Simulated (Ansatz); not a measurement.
Starting structure of a cell relaxation (symmetry kept):

```xyz
4
Lattice="0.0000 2.9424 2.9424 2.9424 0.0000 2.9424 2.9424 2.9424 0.0000" Properties=species:S:1:pos:R:3 pbc="T T T"
Fe    4.4137    4.4137    4.4137
Fe    1.4712    1.4712    1.4712
Fe    0.0000    0.0000    0.0000
Rh    2.9424    2.9424    2.9424
```

Theory: Ansatz, DFT LDA, scalar-relativistic, plane waves, PAW.

Cutoff 420 eV; k points 12×12×12 on the computed 4-atom cell (Γ-centred); Gaussian smearing, width 0.10 eV; collinear spin from starting moments 3.2 3.2 2.89 1.03 μB.

What does it relax to?

The volume falls by 1.05 Å³/atom to 11.69 Å³/atom, and the energy falls by 56.5 meV/atom. The cell ends with a moment of 8.61 μB (only this magnetic start was tried). Final structure:
Space group Fm-3m (No. 225). a = 5.718 Å, b = 5.718 Å, c = 5.718 Å, α = 90.00°, β = 90.00°, γ = 90.00°
```tsv
atom	site	symmetry	x	y	z
Fe	8c	-43m	0.2500	0.2500	0.7500
Fe	4a	m-3m	0.0000	0.0000	0.0000
Rh	4b	m-3m	0.5000	0.0000	0.0000
```

Course of the relaxation (steps run on the plane waves of an earlier cell, and the basis is chosen afresh near the end, so energy and pressure can step there; trial steps that raised the energy were taken back; energies are free energies):

```csv
step,E − E_final (meV/atom),P (GPa),V (Å³/atom)
1,56.5,-15.87,12.74
2,0.0,-1.68,11.78
3,-0.6,0.28,11.67
4,-0.6,0.00,11.69
5,0.0,-0.06,11.69
6,0.0,0.00,11.69
7,0.0,0.00,11.69
```

Only parallel moments were tried here.

Cost: 1 run of about 3 core-minutes, on Arm Neoverse V1 (shared hosts).